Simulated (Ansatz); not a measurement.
Relax this structure to zero stress and force, keeping its symmetry:

```
CELL_PARAMETERS angstrom
3.34611 0.00000 0.00000
-1.67306 2.89782 0.00000
0.00000 0.00000 22.74547
ATOMIC_POSITIONS crystal
Zn 0.33333 0.66667 0.63543
Zn 0.33333 0.66667 0.86457
Zn 0.66667 0.33333 0.13543
Zn 0.66667 0.33333 0.36457
In 0.00000 0.00000 0.50000
In 0.00000 0.00000 0.00000
Ga 0.00000 0.00000 0.75000
Ga 0.00000 0.00000 0.25000
O 0.33333 0.66667 0.54814
O 0.00000 0.00000 0.66220
O 0.33333 0.66667 0.75000
O 0.00000 0.00000 0.83780
O 0.33333 0.66667 0.95186
O 0.66667 0.33333 0.04814
O 0.00000 0.00000 0.16220
O 0.66667 0.33333 0.25000
O 0.00000 0.00000 0.33780
O 0.66667 0.33333 0.45186
```

Method: DFT r2SCAN, scalar-relativistic, plane waves, PAW in Ansatz 0.2.0.

Cutoff 500 eV; k points 12×12×2 on the computed 18-atom cell (Γ-centred); Gaussian smearing, width 0.02 eV; no spin polarisation.

Problem. What does it relax to?

Solution. The volume decreases by 0.53 Å³/atom to 11.72 Å³/atom, and the energy falls by 12.3 meV/atom. Final structure:
```yaml
crystal:
  lattice:
    - [3.29948, 0.00000, 0.00000]
    - [-1.64974, 2.85743, 0.00000]
    - [0.00000, 0.00000, 22.37535]
  atoms:
    - { symbol: Zn, position: [0.33333, 0.66667, 0.63567] }
    - { symbol: Zn, position: [0.33333, 0.66667, 0.86433] }
    - { symbol: Zn, position: [0.66667, 0.33333, 0.13567] }
    - { symbol: Zn, position: [0.66667, 0.33333, 0.36433] }
    - { symbol: In, position: [0.00000, 0.00000, 0.50000] }
    - { symbol: In, position: [0.00000, 0.00000, 0.00000] }
    - { symbol: Ga, position: [0.00000, 0.00000, 0.75000] }
    - { symbol: Ga, position: [0.00000, 0.00000, 0.25000] }
    - { symbol: O, position: [0.33333, 0.66667, 0.54819] }
    - { symbol: O, position: [0.00000, 0.00000, 0.66229] }
    - { symbol: O, position: [0.33333, 0.66667, 0.75000] }
    - { symbol: O, position: [0.00000, 0.00000, 0.83771] }
    - { symbol: O, position: [0.33333, 0.66667, 0.95181] }
    - { symbol: O, position: [0.66667, 0.33333, 0.04819] }
    - { symbol: O, position: [0.00000, 0.00000, 0.16229] }
    - { symbol: O, position: [0.66667, 0.33333, 0.25000] }
    - { symbol: O, position: [0.00000, 0.00000, 0.33771] }
    - { symbol: O, position: [0.66667, 0.33333, 0.45181] }
```

Course of the relaxation (steps run on the plane waves of an earlier cell, and the basis is chosen afresh near the end, so energy and pressure can step there; trial steps that raised the energy were taken back; energies are free energies):

| step | E − E_final (meV/atom) | largest force component (eV/Å) | P (GPa) | V (Å³/atom) |
| --- | --- | --- | --- | --- |
| 1 | 12.3 | 0.128 | -7.05 | 12.25 |
| 2 | 1.3 | 0.273 | -1.93 | 11.86 |
| 3 | -0.2 | 0.069 | 0.36 | 11.69 |
| 4 | -0.3 | 0.009 | 0.00 | 11.72 |
| 5 | -0.3 | 0.002 | 0.00 | 11.72 |
| 6 | 0.0 | 0.002 | 0.01 | 11.72 |

Cost: 1 run of about 12 core-minutes, on Intel Xeon Platinum 8259CL (Skylake/Cascade Lake) (shared hosts).